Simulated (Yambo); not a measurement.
Yambo run on K2LiRhF6 (space group Fm-3m, No. 225). The wavefunctions are PBEsol (pw.x of Quantum ESPRESSO, ONCV potentials, no spin-orbit coupling) ones on a 2×2×2 mesh (40 occupied bands); a = b = c = 5.6652 Å, α = β = γ = 60.00°.

Yambo input:

```
rim_cut
gw0
dyson
el_el_corr
HF_and_locXC
ppa
em1d
RandQpts= 1000000
RandGvec= 1 Ry
EXXRLvcs= 88 Ry
VXCRLvcs= 352 Ry
Chimod= "HARTREE"
% BndsRnXp
 6 | 200 |
%
NGsBlkXp= 7 Ry
% LongDrXp
 1.0 | 1.0 | 1.0 |
%
PPAPntXp= 27.2114 eV
% GbndRnge
 1 | 87 |
%
GTermKind= "BG"
DysSolver= "n"
ExtendOut
% QPkrange
 3 | 3 | 40 | 41 |
%
```

k points by index: 3 = X.

Table of the .qp output:

```
#    K-point    Band    Eo [eV]    E [eV]    E-Eo [eV]    Vxc [eV]    Vnlxc [eV]    Sc|Eo [eV]    Sc|E [eV]    dSc/dw|Eo [eV]    Re(Z)    Im(Z)
#
    3    40    0.000000    -1.451875    -1.451875    -23.42120    -29.85855    4.651743    4.985480    -6.254344    0.813110    -0.001241
    3    41    1.817488    4.047950    2.230462    -23.03548    -16.97132    -3.355077    -3.833696    -5.838820    0.823333    -0.001134
```
(The two width columns are left out.) Convergence of these settings isn't established.

Geometry of the Materials Project entry, not relaxed at this level.

The structure is a Materials Project entry; no match was found in the copy of COD used, and its stability was not checked.
